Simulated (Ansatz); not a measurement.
A geometry of Ni away from equilibrium: the start of the relaxation of a relaxed Ni cell, doubled along one cell vector, shaken by Gaussian noise of σ = 0.08 Å a coordinate. All values below come from r2SCAN (plane waves to 500 eV, PAW, scalar-relativistic; Ansatz, a first-principles code). Γ-centred k-mesh 16×16×8 on the run's cell (coarser than for final values), Fermi–Dirac smearing 0.05 eV.

```xyz
2
Lattice="0.0000 1.7399 1.7399 1.7399 0.0000 1.7399 3.4798 3.4798 0.0000" Properties=species:S:1:pos:R:3 pbc="T T T"
Ni     1.7469     1.5058     1.7258
Ni     3.4200     3.3567     1.9047
```
Spin-polarised start, with parallel moments on Ni.

### Question
What forces act on the atoms (eV/Å)?

### Answer
| atom | Fx | Fy | Fz |
|---|---|---|---|
| Ni1 | -0.57 | -0.05 | 0.84 |
| Ni2 | 0.57 | 0.05 | -0.84 |

### Question
What is the pressure?

### Answer
+2.2 GPa, compression positive.

### Question
How far above the relaxed end point is this geometry?

### Answer
0.04 eV/atom; the path ends in Fm-3m (No. 225) (fcc (Cu type)).

Spin state reached: ferromagnetic (net 0.74 μB/atom), from parallel starting moments; other spin orders were not run from this start. r2SCAN tends to overstate moments in metals.

The run could not lose the symmetry of its start.
